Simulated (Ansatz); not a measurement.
Mg2Rh:
```cif
data_Mg4Rh2
_chemical_formula_sum 'Mg4 Rh2'
_space_group_name_H-M_alt 'I4/mmm'
_space_group_IT_number 139
_space_group_name_Hall '-I 4 2'
_cell_length_a 3.18443
_cell_length_b 3.18443
_cell_length_c 9.98612
_cell_angle_alpha 90.000
_cell_angle_beta 90.000
_cell_angle_gamma 90.000
loop_
_atom_site_label
_atom_site_type_symbol
_atom_site_symmetry_multiplicity
_atom_site_Wyckoff_symbol
_atom_site_fract_x
_atom_site_fract_y
_atom_site_fract_z
_atom_site_occupancy
Mg1 Mg 4 e 0.00000 0.00000 0.35637 1
Rh1 Rh 2 a 0.00000 0.00000 0.00000 1
```
(The calculation used a cell of 3 atoms; values per cell refer to that cell.)

Relaxed at zero pressure with the program Ansatz at the r²SCAN level (PAW).

Question: The volume is lowered by 3 % and shape and atoms relax at that volume. What pressure results, and how do the axes share the change?

Answer: 2.2 GPa; a -0.4 %, b -0.4 %, c -2.3 %; the energy rises by 3 meV/atom.

Question: Give the new structure.

Answer: 
Space group I4/mmm (No. 139); a = 3.1731 Å, b = 3.1731 Å, c = 9.7558 Å, α = 90.00°, β = 90.00°, γ = 90.00°

```
atom  site  symmetry       x       y       z
----  ----  --------  ------  ------  ------
Mg      4e       4mm  0.0000  0.0000  0.3542
Rh      2a     4/mmm  0.0000  0.0000  0.0000
```

The phase is kept; no other phase was compared at this pressure.

The first step of the workflow began from a Materials Project structure, measured or hypothetical; the Crystallography Open Database copy checked does not list it. Its standing as an ambient phase is unchecked. Symmetry was held in the r²SCAN relaxation; its stability against distortions is not shown here. No spin polarisation was allowed. Axis ratios of metals converge slowly with the k-mesh, so a and c are less sure than the volume.

Potentials: the later of the program's two PAW sets.
